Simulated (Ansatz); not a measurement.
LuGaN₂, ordered on the rocksalt lattice (R-3m) with 4 atoms a cell, relaxed with r2SCAN, was run in the plane-wave code Ansatz under altered settings. All numbers are computed, without spin polarisation but where a row says otherwise.

```xyz
4
Lattice="1.6091 0.9290 5.0670 -1.6091 0.9290 5.0670 0.0000 -1.8580 5.0670" Properties=species:S:1:pos:R:3 pbc="T T T"
Ga    1.6091    0.9290    5.0670
Lu    0.0000    0.0000    7.6005
N     0.0000    0.0000    3.8973
N     0.0000    0.0000   11.3037
```

The base run's other keys:
```yaml
kpoints:
  mp_grid: { grid: [4, 4, 4] }
hamiltonian:
  xc: hse06
scf:
  occupations: { method: fixed }
  n_extra_bands: 5
```

It takes 18 iterations with 899 plane waves at 420 eV and 13 k points, and leaves a mean stress of +0.31 GPa. The gap over this mesh is 2.644 eV. It ran on 4 threads of Arm Neoverse N1, on a shared host.

Outcomes, with energy and stress as changes against the base:
```csv
setting,outcome,ΔF (meV/atom),Δ mean stress (GPa),gap on the mesh (eV),iterations,wall time
"PBE hybrid, exx coeff 0.75, omega 0.1 1/Å",converged,–,-9.3,6.203,27,32 s
"PBE hybrid, exx coeff 0.3, omega 0.3 1/Å",converged,–,-0.5,2.634,19,26 s
"kpoints.mp_grid.grid: [2, 2, 2]",converged,+262,+0.6,2.492,19,8.2 s
```
A dash marks a value that wasn't obtained or can't be compared. Stress is positive in compression. The base took 26 s.

- PBE hybrid, exx coeff 0.75, omega 0.1 1/Å. That is 75 % exact exchange, screened with ω = 0.1 1/Å, against HSE06's 25 % screened at 0.208 1/Å. The mean stress moves by -9.3 GPa and the gap on the mesh by +3.559 eV (to 6.203). Totals of different functionals aren't comparable. The program warns that on this mesh the truncation of the exchange isn't bounded, so part of the change can be an error of the mesh.
- PBE hybrid, exx coeff 0.3, omega 0.3 1/Å. That is 30 % exact exchange, screened with ω = 0.3 1/Å, against HSE06's 25 % screened at 0.208 1/Å. The mean stress moves by -0.5 GPa and the gap on the mesh by -0.010 eV (to 2.634). Totals of different functionals aren't comparable.
- kpoints.mp_grid.grid: [2, 2, 2]. The free energy moves by +262 meV an atom, the mean stress by +0.6 GPa (single components by up to 4.8) and the gap on the mesh by -0.151 eV (to 2.492). The mesh is too coarse.

The runs are scalar-relativistic, without spin-orbit coupling.

The program warns that its thresholds are loose for a hybrid's stress.

The meshes of the hybrids are coarse, so their gaps aren't converged to the digits shown.
